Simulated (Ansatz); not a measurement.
A geometry of ZnSiP$_{2}$ away from equilibrium: the start of the relaxation of a relaxed ZnSiP2 cell with one Zn and one P atom exchanged in a cell of 8 atoms. These are PBE (plane waves to 420 eV, PAW, scalar-relativistic; Ansatz, a first-principles code) values and carry that method's errors. Γ-centred k-mesh 5×5×6 on the run's cell (coarser than for final values), Fermi–Dirac smearing 0.05 eV.

```xyz
8
Lattice="-2.7093 2.7093 5.2697 2.7093 -2.7093 5.2697 2.7093 2.7093 -5.2697" Properties=species:S:1:pos:R:3:forces:R:3 pbc="T T T" free_energy=-10931.946 pressure_GPa=1.9
Zn     0.0000     2.7093     2.6349   -0.2084    0.3653   -0.1361
P      0.0000     0.0000     0.0000    0.1171    0.6894   -0.2374
Si     2.7093     0.0000     2.6349    0.0905   -0.0577   -0.3316
Si     0.0000     0.0000     5.2697   -0.3192   -0.0100   -0.0131
P      1.3547     1.4484    -1.3174   -0.3771   -0.9252    0.4513
Zn     1.3547     1.2610     3.9523    0.4395    0.5687    0.2015
P      3.9703     1.3547     1.3174    0.7440   -0.5356   -0.1326
P     -1.2610     1.3547     6.5871   -0.4864   -0.0949    0.1979
```

Positions in Å, forces in eV/Å, free energy of the cell in eV (comparable only within this code, potentials and settings). Largest force: 1.10 eV/Å, on P5 (atoms numbered as listed); the geometry lies 0.16 eV/atom above the end of its relaxation.

No spin polarisation in the result.

The end of the path is a generated cell of ZnSiP2: the first start was made by placing the elements on the sites of a structure type, and the end was not matched to a known phase here, so it may be hypothetical.
